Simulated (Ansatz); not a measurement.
RbSrCl₃ (Pm-3m), tetragonal deformation path

Method: DFT LDA, scalar-relativistic, plane waves, PAW in Ansatz 0.2.0. The runs took a 420 eV cutoff, a Γ-centred 6×6×6 mesh and Gaussian smearing (0.05 eV). No spin polarisation. Energies are free energies at this smearing, counted from the undisturbed cell; pressure is positive in compression.

Reference structure (as given, not relaxed at this level; it stands at -2.3 GPa, and it needn't be the usual structure):

```
CELL_PARAMETERS angstrom
5.69630 0.00000 0.00000
0.00000 5.69630 0.00000
0.00000 0.00000 5.69630
ATOMIC_POSITIONS crystal
Rb 0.50000 0.50000 0.50000
Sr 0.00000 0.00000 0.00000
Cl 0.50000 0.00000 0.00000
Cl 0.00000 0.50000 0.00000
Cl 0.00000 0.00000 0.50000
```

At fixed volume and fractional coordinates, lengths along (0.000, 0.000, 1.000) are scaled against those across it; ρ is that ratio over its starting value.

```
    ρ  ΔE (meV/atom)
0.707          618.0
0.850           98.4
1.000            0.0
1.200           79.3
1.414          265.3
```

(1) Predict the pressure (GPa) at each point.

Answers

(1)
| ρ | pressure (GPa) |
| --- | --- |
| 0.707 | 5.1 |
| 0.850 | -0.9 |
| 1.000 | -2.3 |
| 1.200 | -0.9 |
| 1.414 | 2.6 |

Symmetry holds off the tilts and polar distortions that many cubic perovskites undergo.